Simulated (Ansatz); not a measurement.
Consider the following.

AlP:
```yaml
crystal:
  lattice:
    - [3.85087, 0.00000, 0.00000]
    - [-1.92543, 3.33495, 0.00000]
    - [0.00000, 0.00000, 8.68996]
  atoms:
    - { symbol: Al, position: [0.50000, 0.00000, 0.50000] }
    - { symbol: Al, position: [0.00000, 0.50000, 0.16667] }
    - { symbol: Al, position: [0.50000, 0.50000, 0.83333] }
    - { symbol: P, position: [0.50000, 0.00000, 0.00000] }
    - { symbol: P, position: [0.00000, 0.50000, 0.66667] }
    - { symbol: P, position: [0.50000, 0.50000, 0.33333] }
```

This is the PBE-relaxed structure.

Question: All from DFT-PBE in the program Ansatz with PAW potentials, unless another level is named. Predict the electron effective mass.

Answer: 0.15, 0.41, 1.4 mₑ (principal values).

Question: Predict the conduction-band minimum.

Answer: at M (3 equivalent valleys).

Question: What about the weight of the valence-edge state by species (Voronoi cells)?

Answer: P 74 %, Al 26 %.

Space group P6_222. The cell is a constructed one: a structure type filled with these elements; neither database checked (COD, Materials Project) lists it. It is not the phase usual at ambient conditions (space group No. 216). The PBE relaxation kept the symmetry of its start; whether a distortion lowers the energy is not shown.

Potentials: the later of the program's two PAW sets.

Edges and masses are those of Kohn–Sham bands, whose gap is no quasiparticle gap.
